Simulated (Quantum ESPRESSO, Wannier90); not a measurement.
Tight-binding from DFT: Sb (R-3m)

```
begin unit_cell_cart
ang
   -2.1770649586    3.7707871196    0.0000000000
   -4.3541299171    0.0000000000    0.0000000000
   -2.1770649586    1.2569290399    3.8298800000
end unit_cell_cart
begin atoms_frac
Sb  -0.2682600000 -0.2682600000 -0.1952200000
Sb   0.2682600000  0.2682600000  0.1952200000
end atoms_frac
```

Materials Project entry mp-104; symmetrised, unrelaxed at this level. This is the element's usual structure. Method: PBEsol plane waves in Quantum ESPRESSO 7.5 (PseudoDojo norm-conserving files, 64 Ry, spinors with spin-orbit coupling), Bloch states on a 6×6×6 mesh through Γ, Wannier90 4.0.1. Density: 8×8×8 mesh, cold smearing 0.01 Ry. The cell is built of weakly bound layers, chains or molecules, whose nearest atoms lie 3.43 Å apart. Database cells relaxed without dispersion often hold them too far apart, which can enlarge gaps and weakens couplings between them; spacing and stacking were not compared with the measured crystal. With spin-orbit coupling a semilocal functional can close or falsely invert a small gap; the band order was not checked against a better method.

A tight-binding model is made by disentanglement and projection with no localisation steps (num_iter = 0), so the 16 orbitals stay atom-like: hydrogen-like Sb: s;p, axes along x, y, z; frozen window up to 3.00 eV relative to the Fermi level. It follows pw.x to 14 meV rms for states up to 1.0 eV relative to the Fermi level. Matrix elements depend on this choice of orbitals and windows.

### Question
What are the on-site energies relative to the Fermi level, and how fast do the hoppings decay?

### Answer
```json
[
 {"atom": "Sb1", "orbitals": "s↑ s↓", "energy (eV)": "-8.32"},
 {"atom": "Sb1", "orbitals": "pz↑ pz↓", "energy (eV)": "-0.54"},
 {"atom": "Sb1", "orbitals": "px↑ px↓ py↑ py↓", "energy (eV)": "-0.49"},
 {"atom": "Sb2", "orbitals": "s↑ s↓", "energy (eV)": "-8.32"},
 {"atom": "Sb2", "orbitals": "pz↑ pz↓", "energy (eV)": "-0.54"},
 {"atom": "Sb2", "orbitals": "px↑ px↓ py↑ py↓", "energy (eV)": "-0.49"}
]
```

| distance of the centres (Å) | largest modulus (eV) |
|---|---|
| 2–3 | 1.2 |
| 3–4 | 1.5 |
| 4–5 | 0.19 |
| 5–6 | 0.11 |
| 6–7 | 0.20 |
| 7–8 | 0.054 |
| 8–9 | 0.026 |
| 9–10 | 0.061 |

Effective spin-orbit constants λ of λ L·S, from the same-site elements px↑–py↑ (λ/2) and dx2-y2↑–dxy↑ (λ), where they are among the larger elements: Sb1 p 0.41 eV, Sb2 p 0.41 eV.
